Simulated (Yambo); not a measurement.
Yambo run on SiO2 (α-cristobalite, space group P4_32_12, No. 96). The wavefunctions come from this Quantum ESPRESSO step (PBEsol, PseudoDojo standard norm-conserving files, scalar-relativistic):

```
&CONTROL
  calculation = 'nscf'
  pseudo_dir = './pseudo'
  outdir = './out'
/
&SYSTEM
  ibrav = 0
  nat = 12
  ntyp = 2
  ecutwfc = 84.0
  ecutrho = 336.0
  occupations = 'fixed'
  force_symmorphic = .true.
  nbnd = 318
/
&ELECTRONS
  conv_thr = 1.2000000000000002e-08
  diago_full_acc = .true.
  diago_thr_init = 1e-08
/
ATOMIC_SPECIES
O 15.9990 O.upf
Si 28.0850 Si.upf
CELL_PARAMETERS angstrom
  4.975590000000   0.000000000000   0.000000000000
  0.000000000000   4.975590000000   0.000000000000
  0.000000000000   0.000000000000   6.900890000000
ATOMIC_POSITIONS crystal
O   0.610390000000   0.738240000000   0.682040000000
O   0.761760000000   0.110390000000   0.432040000000
O   0.389610000000   0.261760000000   0.182040000000
O   0.238240000000   0.889610000000   0.932040000000
O   0.110390000000   0.761760000000   0.567960000000
O   0.261760000000   0.389610000000   0.817960000000
O   0.889610000000   0.238240000000   0.067960000000
O   0.738240000000   0.610390000000   0.317960000000
Si   0.196750000000   0.196750000000   0.000000000000
Si   0.303250000000   0.696750000000   0.750000000000
Si   0.803250000000   0.803250000000   0.500000000000
Si   0.696750000000   0.303250000000   0.250000000000
K_POINTS automatic
2 2 2 0 0 0
```

Yambo input:

```
rim_cut
gw0
dyson
el_el_corr
HF_and_locXC
ppa
em1d
RandQpts= 1000000
RandGvec= 1 Ry
EXXRLvcs= 84 Ry
VXCRLvcs= 336 Ry
Chimod= "HARTREE"
% BndsRnXp
 1 | 316 |
%
NGsBlkXp= 8 Ry
% LongDrXp
 1.0 | 1.0 | 1.0 |
%
PPAPntXp= 27.2114 eV
% GbndRnge
 1 | 316 |
%
GTermKind= "BG"
DysSolver= "n"
ExtendOut
% QPkrange
 1 | 1 | 32 | 33 |
 2 | 2 | 32 | 33 |
 3 | 3 | 32 | 33 |
 4 | 4 | 32 | 33 |
 5 | 5 | 32 | 33 |
 6 | 6 | 32 | 33 |
%
```

k points by index: 1 = Γ, 2 = Z, 3 = X, 4 = R, 5 = M, 6 = A.

The o-*.qp file then holds:

```
#    K-point    Band    Eo [eV]    E [eV]    E-Eo [eV]    Vxc [eV]    Vnlxc [eV]    Sc|Eo [eV]    Sc|E [eV]    dSc/dw|Eo [eV]    Re(Z)    Im(Z)
#
    1    32    0.000000    -1.843027    -1.843027    -19.86570    -25.75925    3.651527    4.050519    -5.890598    0.822046    -0.989467E-3
    1    33    5.704423    6.773979    1.069555    -10.06244    -5.787351    -3.057136    -3.205530    -3.775182    0.878167    -0.721017E-3
    2    32    -0.391902    -2.300807    -1.908904    -19.45732    -25.44550    3.665070    4.079282    -5.904261    0.821707    -0.001006
    2    33    6.958926    8.199744    1.240818    -11.05113    -6.569027    -3.059325    -3.241282    -3.990120    0.872117    -0.759243E-3
    3    32    -0.496915    -2.414597    -1.917682    -19.45405    -25.46681    3.678620    4.095086    -5.909203    0.821584    -0.001008
    3    33    7.738548    9.085809    1.347261    -11.30362    -6.583558    -3.170949    -3.372801    -4.076692    0.869704    -0.776885E-3
    4    32    -0.184062    -2.049590    -1.865528    -19.78799    -25.72726    3.668610    4.073741    -5.909076    0.821587    -0.995932E-3
    4    33    8.030959    9.583886    1.552928    -12.25556    -6.962830    -3.495353    -3.739799    -4.283098    0.864004    -0.817022E-3
    5    32    -0.539799    -2.445730    -1.905931    -19.46845    -25.43613    3.648793    4.061742    -5.895434    0.821926    -0.001006
    5    33    8.670841    10.10156    1.430721    -11.11420    -6.238456    -3.228001    -3.445025    -4.127435    0.868296    -0.795218E-3
    6    32    -0.612254    -2.533136    -1.920882    -19.37109    -25.36554    3.655870    4.073570    -5.916843    0.821394    -0.001012
    6    33    9.165160    10.66647    1.501313    -11.37521    -6.308200    -3.333380    -3.565698    -4.210562    0.865999    -0.797491E-3
```
(The two width columns are left out.) Convergence of these settings isn't established.

Geometry of the Materials Project entry, not relaxed at this level.

This is not the ordinary phase of the substance.
